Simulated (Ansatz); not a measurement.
Ca$_{3}$SiO:
```xyz
10
Lattice="-3.2916 4.6545 3.3016 3.2916 -4.6545 3.3016 3.2916 4.6545 -3.3016" Properties=species:S:1:pos:R:3 pbc="T T T"
Ca     0.0000     2.3272     3.0756
Ca     3.2916     2.3272     0.2260
Ca    -1.6458     4.8159     1.6508
Ca     1.6458     4.4931    -1.6508
Ca     1.6458    -0.1614     1.6508
Ca     1.6458     4.8159     1.6508
Si     0.0000     6.9817     0.0044
Si     3.2916    -2.3272     3.2972
O      3.2916     0.0000     0.0000
O      0.0000     0.0000     3.3016
```

This is the PBEsol-relaxed structure.

Question: All from DFT-PBEsol in the program Ansatz with PAW potentials, unless another level is named. Predict the electronic character.

Answer: no gap, with almost no states at the Fermi level (zero-gap or semimetallic).

Question: Predict the formation energy from the elements (no fitted shifts).

Answer: -1.53 eV/atom.

Space group Imma. The workflow started from a Materials Project entry (that database holds measured and hypothetical structures alike); the Crystallography Open Database copy checked does not list it. COD files the formula under space group No. 62. Its standing as an ambient phase is unchecked. The cell was relaxed with PBEsol under the symmetry of its start; whether a distortion lowers the energy is not shown. The references are the lowest solids computed at this level, not always the standard phases (solids in place of the gases).

Potentials: the later of the program's two PAW sets.
